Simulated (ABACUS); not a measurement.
A self-consistent single point of AlGaN2 (Pmm2, 4 atoms in the cell; from Materials Project mp-1008556, changed as shown).

```
CELL_PARAMETERS angstrom
      3.13648     0.00000     0.00000
      0.00000     3.13648     0.00000
      0.00000     0.00000     4.41765
ATOMIC_POSITIONS crystal
  Al 0.50000 0.50000 0.50000
  Ga 0.00000 0.00000 0.99094
  N  0.50000 0.00000 0.73826
  N  0.00000 0.50000 0.26174
```

All values come from this method and carry its errors: LDA (PW92), PseudoDojo 0.4 standard norm-conserving LDA (tails mended) pseudopotentials (plane waves; ABACUS 3.10.1).

ABACUS settings:

KPT: Gamma 10 10 6 0 0 0
basis_type: pw
dft_functional: PWLDA
ecutwfc: 84 Ry
smearing_method: fixed
potentials: PseudoDojo 0.4 standard norm-conserving LDA (tails mended)
symmetry: 1
symmetry_prec: 1e-05
ks_solver: dav
scf_nmax: 100
scf_thr: 1.0e-09 Ry
mixing_type: pulay

Results:

- Number of valence electrons = 26
- Number of bands = 23
- Number of k-points after the program's reduction = 144
- Number of plane waves (most at a k-point) = 3848
- Number of SCF iterations = 9
- FFT grid = 36 × 36 × 50
- Free energy E − TS = -2710.6682 eV
- Top of the valence band (on the code's own zero) = 8.69 eV
- Gap on the k-point mesh = 2.82 eV
- Pressure = -4.80 GPa
- Largest force (vector length) = 0.853 eV/Å

Forces (eV/Å):
```
atom     Fx     Fy      Fz
----  -----  -----  ------
Al1   0.000  0.000  -0.354
Ga2   0.000  0.000   0.853
N3    0.000  0.000  -0.102
N4    0.000  0.000  -0.396
```

Stress (GPa, positive for compression):
```
-3.42   0.00   0.00
 0.00  -5.94   0.00
 0.00   0.00  -5.03
```

Gaps are taken between levels on the mesh.

For comparison: a first run was changed to give this one (atom 2 moved by -0.04 angstrom along z), and from it to this one the free energy goes up by 4.3 meV/atom, the pressure goes from -4.90 to -4.80 GPa, the largest force goes from 0.160 to 0.853 eV/Å and the gap on the mesh goes from 2.915 to 2.817 eV.

The structure comes from a collection of computed structures, made at another level of theory; the collection holds predicted forms beside known ones. Its lattice was then scaled.

Cost on one core: very roughly 4 core-minutes.

“Tails mended”: in these copies of the files the far tail of each local potential was reset to the Coulomb form.
